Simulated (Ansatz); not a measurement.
In14O24Sn2:
```yaml
crystal:
  lattice:
    - [7.29170, 5.16549, 0.00000]
    - [-7.29170, 5.16549, 0.00000]
    - [-7.28411, 0.00000, 7.31666]
  atoms:
    - { symbol: In, position: [0.50000, 0.50000, 0.50000] }
    - { symbol: In, position: [0.50000, 0.50000, 0.00000] }
    - { symbol: In, position: [0.21694, 0.21694, 0.25000] }
    - { symbol: In, position: [0.74771, 0.24898, 0.96621] }
    - { symbol: In, position: [0.24898, 0.74771, 0.53379] }
    - { symbol: In, position: [0.46790, 0.03425, 0.21673] }
    - { symbol: In, position: [0.03425, 0.46790, 0.28327] }
    - { symbol: In, position: [0.28374, 0.28374, 0.75000] }
    - { symbol: In, position: [0.75102, 0.25229, 0.46621] }
    - { symbol: In, position: [0.53210, 0.96575, 0.78327] }
    - { symbol: In, position: [0.25229, 0.75102, 0.03379] }
    - { symbol: In, position: [0.96575, 0.53210, 0.71673] }
    - { symbol: In, position: [0.78306, 0.78306, 0.75000] }
    - { symbol: In, position: [0.71626, 0.71626, 0.25000] }
    - { symbol: O, position: [0.26376, 0.00615, 0.53674] }
    - { symbol: O, position: [0.78112, 0.95957, 0.04526] }
    - { symbol: O, position: [0.95957, 0.78112, 0.45474] }
    - { symbol: O, position: [0.73299, 0.53533, 0.73926] }
    - { symbol: O, position: [0.53533, 0.73299, 0.76074] }
    - { symbol: O, position: [0.22478, 0.95412, 0.26586] }
    - { symbol: O, position: [0.95412, 0.22478, 0.23414] }
    - { symbol: O, position: [0.22630, 0.49519, 0.77033] }
    - { symbol: O, position: [0.46467, 0.26701, 0.23926] }
    - { symbol: O, position: [0.77522, 0.04588, 0.73414] }
    - { symbol: O, position: [0.04043, 0.21888, 0.54526] }
    - { symbol: O, position: [0.26701, 0.46467, 0.26074] }
    - { symbol: O, position: [0.21888, 0.04043, 0.95474] }
    - { symbol: O, position: [0.04588, 0.77522, 0.76586] }
    - { symbol: O, position: [0.73634, 0.45893, 0.50607] }
    - { symbol: O, position: [0.45893, 0.73634, 0.99393] }
    - { symbol: O, position: [0.00615, 0.26376, 0.96326] }
    - { symbol: O, position: [0.73624, 0.99385, 0.46326] }
    - { symbol: O, position: [0.26366, 0.54107, 0.49393] }
    - { symbol: O, position: [0.54107, 0.26366, 0.00607] }
    - { symbol: O, position: [0.99385, 0.73624, 0.03674] }
    - { symbol: O, position: [0.50481, 0.77370, 0.27033] }
    - { symbol: O, position: [0.77370, 0.50481, 0.22967] }
    - { symbol: O, position: [0.49519, 0.22630, 0.72967] }
    - { symbol: Sn, position: [0.00000, 0.00000, 0.50000] }
    - { symbol: Sn, position: [0.00000, 0.00000, 0.00000] }
```

Relaxed with PBE.

Q: Map the electron localisation function on the plane through (0.500, 0.500, 0.500) spanned by u = [1, 1, 0] and v = [1, -1, 0] in lattice vectors, from PBE (plane waves, PAW; program Ansatz).

A: x is the fraction of u, y of v (the angle between them is 90°; rows are the nearest grid lines); atoms in the plane: In at (0.00, 0.00), In at (0.50, 0.50), O at (0.10, 0.14), O at (0.60, 0.64), O at (0.40, 0.36), O at (0.90, 0.86), Sn at (0.00, 0.50), Sn at (0.50, 0.00).
```
y \ x   0.000  0.100  0.175  0.275  0.375  0.450  0.550  0.625  0.725  0.825  0.900   1.00
------  -----  -----  -----  -----  -----  -----  -----  -----  -----  -----  -----  -----
1.00    0.001  0.185  0.034  0.014  0.132  0.061  0.061  0.132  0.014  0.034  0.185  0.001
0.925   0.140  0.086  0.021  0.470  0.814  0.291  0.307  0.805  0.296  0.232  0.600  0.140
0.850   0.528  0.027  0.024  0.410  0.823  0.277  0.302  0.820  0.206  0.724  0.467  0.528
0.775   0.160  0.134  0.030  0.017  0.100  0.125  0.107  0.113  0.016  0.073  0.131  0.160
0.700   0.087  0.114  0.100  0.021  0.063  0.163  0.185  0.533  0.046  0.102  0.122  0.087
0.625   0.076  0.805  0.814  0.111  0.018  0.092  0.812  0.650  0.091  0.828  0.795  0.076
0.550   0.205  0.411  0.552  0.020  0.085  0.256  0.196  0.131  0.035  0.456  0.382  0.205
0.450   0.205  0.382  0.456  0.035  0.131  0.196  0.256  0.085  0.020  0.552  0.411  0.205
0.375   0.076  0.795  0.828  0.091  0.650  0.812  0.092  0.018  0.111  0.814  0.805  0.076
0.300   0.087  0.122  0.102  0.046  0.533  0.185  0.163  0.063  0.021  0.100  0.114  0.087
0.225   0.160  0.131  0.073  0.016  0.113  0.107  0.125  0.100  0.017  0.030  0.134  0.160
0.150   0.528  0.467  0.724  0.206  0.820  0.302  0.277  0.823  0.410  0.024  0.027  0.528
0.0750  0.140  0.600  0.232  0.296  0.805  0.307  0.291  0.814  0.470  0.021  0.086  0.140
0.000   0.001  0.185  0.034  0.014  0.132  0.061  0.061  0.132  0.014  0.034  0.185  0.001
```

The density is the valence pseudo-density with augmentation charge, so density and ELF within about 1 Å of a nucleus are not all-electron values.

Space group C2/c. The start of the workflow was typed in or built on a structure type; neither database checked (COD, Materials Project) lists it. Whether it is the stable phase at ambient conditions was not checked. The PBE relaxation kept the symmetry of its start; whether a distortion lowers the energy is not shown. Spin–orbit coupling is left out wherever it is not named.

Potentials: the later of the program's two PAW sets.
